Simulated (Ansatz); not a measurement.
Level of theory: DFT PBE, scalar-relativistic, plane waves, PAW in Ansatz. Settings: cutoff 420 eV, Γ-centred meshes spaced at most about 0.3 Å⁻¹, and about 0.25 Å⁻¹ or finer for metals (2π included), Gaussian smearing. Collinear spin in cells that started with moments and kept them past the coarse steps, no spin elsewhere.

Temperature and zero-point effects are left out.

Two forms of BeZn₄O were relaxed alike.

A. (no spin)

Space group P6/mmm (No. 191). a = 4.208 Å, b = 4.208 Å, c = 5.502 Å, α = 90.00°, β = 90.00°, γ = 120.00°
```json
{"atom": "Be", "site": "1a", "symmetry": "6/mmm", "x": "0.0000", "y": "0.0000", "z": "0.0000"}
{"atom": "Zn", "site": "2c", "symmetry": "-6m2", "x": "0.3333", "y": "0.6667", "z": "0.0000"}
{"atom": "Zn", "site": "2d", "symmetry": "-6m2", "x": "0.3333", "y": "0.6667", "z": "0.5000"}
{"atom": "O", "site": "1b", "symmetry": "6/mmm", "x": "0.0000", "y": "0.0000", "z": "0.5000"}
```

B. (site moments under 0.1 μB)

Space group F-43m (No. 216). a = 6.971 Å, b = 6.971 Å, c = 6.971 Å, α = 90.00°, β = 90.00°, γ = 90.00°
| atom | site | symmetry | x | y | z |
| --- | --- | --- | --- | --- | --- |
| Be | 4c | -43m | 0.2500 | 0.2500 | 0.2500 |
| Zn | 16e | .3m | 0.3752 | 0.1248 | 0.8752 |
| O | 4a | -43m | 0.0000 | 0.0000 | 0.0000 |

Problem. Which is lower in energy, and by how much?

Solution. A is lower, by 271 meV/atom. A has space group P6/mmm (No. 191), 14.1 Å³/atom and no gap on its mesh; B has space group F-43m (No. 216), 14.1 Å³/atom and no gap. Counting Be or Zn atoms around O (for each partner element, those within 1.25 times its shortest distance or 1.15 times the sum of covalent radii, where it is the nearest in units of that sum or under 1.3; the shortest distance is added where it is long for a bond), A has O 6 from 2.4 Å and B has O 12 from 2.9 Å. Even the lower one lies +0.19 eV/atom against the reference forms of the elements (uncorrected), so neither is stable at this level. In A, around Be lie 6 Zn at 2.43 Å and 2 O at 2.75 Å; Zn on its first site has 3 Be at 2.43 Å, 3 Zn at 2.43 Å and 2 Zn at 2.75 Å; O is surrounded by 6 Zn at 2.43 Å and 2 Be at 2.75 Å; 1 more site not described. In B, Be has 12 Zn at 2.89 Å and 4 O at 3.02 Å; Zn is surrounded by 6 Zn at 2.46–2.47 Å, 3 Be at 2.89 Å and 3 O at 2.89 Å; around O lie 12 Zn at 2.89 Å and 4 Be at 3.02 Å (long contacts). Both come from invented guesses. A third cell relaxed alike, in P4/mmm, lies 266 meV/atom below the lower of the two.

Cells relaxed within their symmetry can be saddle points.
